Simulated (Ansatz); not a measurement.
A geometry of Ti away from equilibrium: step 2 of the relaxation of a generated cell, Ti built in the AFLOW prototype A_tP4_129_ac (A_d). All values below come from PBE (plane waves to 420 eV, PAW, scalar-relativistic; Ansatz, a first-principles code). Γ-centred k-mesh 7×7×10 on the run's cell (coarser than for final values), Fermi–Dirac smearing 0.05 eV. The plane waves were selected for a different cell earlier on the path.

```xyz
4
Lattice="4.6765 0.0000 0.0000 0.0000 4.6765 0.0000 0.0000 0.0000 3.0755" Properties=species:S:1:pos:R:3 pbc="T T T"
Ti     0.0000     0.0000     0.0000
Ti     2.3383     2.3383     0.0000
Ti     2.3383     0.0000     1.3092
Ti     0.0000     2.3383     1.7663
```

**Question.** What forces act on the atoms (eV/Å)?

**Answer.** 
| atom | Fx | Fy | Fz |
|---|---|---|---|
| Ti1 | 0.00 | 0.00 | 0.00 |
| Ti2 | 0.00 | 0.00 | 0.00 |
| Ti3 | 0.00 | 0.00 | 0.74 |
| Ti4 | 0.00 | 0.00 | -0.74 |

The path ends in I4/mmm (No. 139) (AFLOW prototype A_tI2_139_a (A_a)). No spin polarisation in the result.

The run could not lower the symmetry of its start; a shaken copy of this end point relaxes with PBE to P6₃/mmc (No. 194), 0.10 eV/atom lower.

The end of the path is a generated cell of Ti: the first start was made by placing the elements on the sites of a structure type, and the end was not matched to a known phase here, so it may be hypothetical. Known forms of Ti include space group No. 194.
